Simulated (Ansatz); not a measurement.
WC:
```xyz
2
Lattice="0.0000 2.3302 2.3302 2.3302 0.0000 2.3302 2.3302 2.3302 0.0000" Properties=species:S:1:pos:R:3 pbc="T T T"
W      0.0000     0.0000     0.0000
C      1.1651     1.1651     1.1651
```

Relaxed with PBEsol. Special points in fractions of this cell's reciprocal vectors: Γ (0.000, 0.000, 0.000); X (0.500, 0.000, 0.500); U (0.625, 0.250, 0.625); K (0.375, 0.375, 0.750); L (0.500, 0.500, 0.500); W (0.500, 0.250, 0.750).

Task: List the band energies nearest the Fermi level at these points for PBEsol with spin–orbit coupling in the plane-wave PAW code Ansatz.

Result: In eV from the Fermi level; about four levels below and three above (degenerate sets whole), none deeper than 8.9 eV; points with the same levels are listed once.

| k | below | above |
|---|---|---|
| Γ | -0.02 -0.02 -0.02 -0.02 | 2.76 2.76 7.65 7.65 7.65 7.65 |
| X | -2.55 -2.55 -2.00 -2.00 | 1.57 1.57 1.84 1.84 |
| U | -3.36 -3.33 -2.58 -2.34 | 0.34 0.67 1.80 |
| L | -5.14 -5.14 -4.90 -4.90 | 0.51 0.51 1.05 1.05 |
| W | -3.05 -2.48 -1.65 -0.04 | 0.40 1.71 1.79 |

Space group F-43m (zinc blende). The start of the workflow was typed in or built on a structure type; neither database checked (COD, Materials Project) lists it. It is not the phase usual at ambient conditions (space group No. 187). The PBEsol relaxation kept the symmetry of its start; its stability against distortions is not shown here. No spin polarisation was allowed. Its formation energy is positive at this level, so the cell may be metastable or incomplete.

Potentials: the later of the program's two PAW sets.
